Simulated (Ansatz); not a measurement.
Relaxation of a relaxed Hf cell displaced along its unstable phonon at q = (½, 0, 0) of its primitive reciprocal cell (102i cm⁻¹), largest move 0.15 Å; 2 atoms in the cell, which starts as Cmcm (No. 63), oS4; a = 3.539 Å, b = c = 5.005 Å, α = β = γ = 90.00°. Calculation: r2SCAN (plane waves to 500 eV, PAW, scalar-relativistic; Ansatz, a program for electronic structure). Γ-centred k-mesh 13×13×13 on the run's cell (coarser than for final values), Fermi–Dirac smearing 0.05 eV. This is the first round of the run. 

The optimiser's lines from the output (shortened; P is positive under compression):

```
relax step   1: F+E_penalty+E_count = -31467.28613521 eV  Δ(F+E_penalty+E_count) = +0.000e0 eV  max|allowed force component| = 3.409e-1 eV/Å  Δτ_max = 0.0000 Å  P = +0.386 GPa  Ω = 44.314 Å³  (8 SCF iters, dr2 threshold 1.00e-7 eV, accepted)
relax step   2: F+E_penalty+E_count = -31467.41716660 eV  Δ(F+E_penalty+E_count) = -1.310e-1 eV  max|allowed force component| = 1.483e-1 eV/Å  Δτ_max = 0.1932 Å  P = +0.322 GPa  Ω = 44.637 Å³  (10 SCF iters, dr2 threshold 2.00e-7 eV, accepted)
relax step   3: F+E_penalty+E_count = -31467.50327196 eV  Δ(F+E_penalty+E_count) = -8.611e-2 eV  max|allowed force component| = 1.257e-1 eV/Å  Δτ_max = 0.0398 Å  P = +0.079 GPa  Ω = 44.752 Å³  (9 SCF iters, dr2 threshold 2.00e-7 eV, accepted)
relax step   4: F+E_penalty+E_count = -31467.57822876 eV  Δ(F+E_penalty+E_count) = -7.496e-2 eV  max|allowed force component| = 1.065e-1 eV/Å  Δτ_max = 0.0010 Å  P = +0.521 GPa  Ω = 44.506 Å³  (7 SCF iters, dr2 threshold 2.00e-7 eV, accepted)
relax step   5: F+E_penalty+E_count = -31467.56930960 eV  Δ(F+E_penalty+E_count) = +8.919e-3 eV  max|allowed force component| = 4.540e-2 eV/Å  Δτ_max = 0.0742 Å  P = +0.206 GPa  Ω = 44.621 Å³  (10 SCF iters, dr2 threshold 2.00e-7 eV, rejected (line search))
relax step   6: F+E_penalty+E_count = -31467.58897455 eV  Δ(F+E_penalty+E_count) = -1.075e-2 eV  max|allowed force component| = 5.917e-3 eV/Å  Δτ_max = 0.0353 Å  P = -0.161 GPa  Ω = 44.761 Å³  (14 SCF iters, accepted)
relax step   7: F+E_penalty+E_count = -31467.58926802 eV  Δ(F+E_penalty+E_count) = -2.935e-4 eV  max|allowed force component| = 3.263e-4 eV/Å  Δτ_max = 0.0005 Å  P = +0.051 GPa  Ω = 44.672 Å³  (5 SCF iters, dr2 threshold 2.00e-7 eV, accepted)
relax step   8: F+E_penalty+E_count = -31467.58927386 eV  Δ(F+E_penalty+E_count) = -5.842e-6 eV  max|allowed force component| = 2.923e-5 eV/Å  Δτ_max = 0.0001 Å  P = -0.008 GPa  Ω = 44.695 Å³  (4 SCF iters, dr2 threshold 2.90e-8 eV, accepted)
relax step   9: F+E_penalty+E_count = -31467.58963662 eV  Δ(F+E_penalty+E_count) = -3.628e-4 eV  max|allowed force component| = 8.371e-5 eV/Å  Δτ_max = 0.0000 Å  P = -0.003 GPa  Ω = 44.695 Å³  stress off target by 1.10e-2 GPa  SCF on the basis re-selected at this cell (its energy is not comparable with the rows above)  (8 SCF iters)
```

From the first to the last row the energy changes by -0.15 eV/atom and the volume by +0.9 %. The last row is marked as not comparable with the walk above it, whose basis was carried along; it does compare with step 1, since both stand on a basis selected at the nominal cutoff for their own cell.

Step 5 was rejected by the optimiser.

Later rounds, restarted from the end of this one on a renewed k-mesh, logged 4 more steps and released under 0.01 eV/atom more. The final structure after all rounds: P6₃/mmc (No. 194), hP2, hcp (Mg type); a = 3.198 Å, b = 3.198 Å, c = 5.047 Å, α = 90.00°, β = 90.00°, γ = 120.00°. Between re-selections the logged energies stand on a plane-wave basis carried along with the cell. No spin polarisation in the result.

The run could not lose the symmetry of its start.

Of the parent cell (Im-3m (No. 229)): This is a known allotrope of Hf, reached from a generated start. Known forms of Hf include space group No. 194.
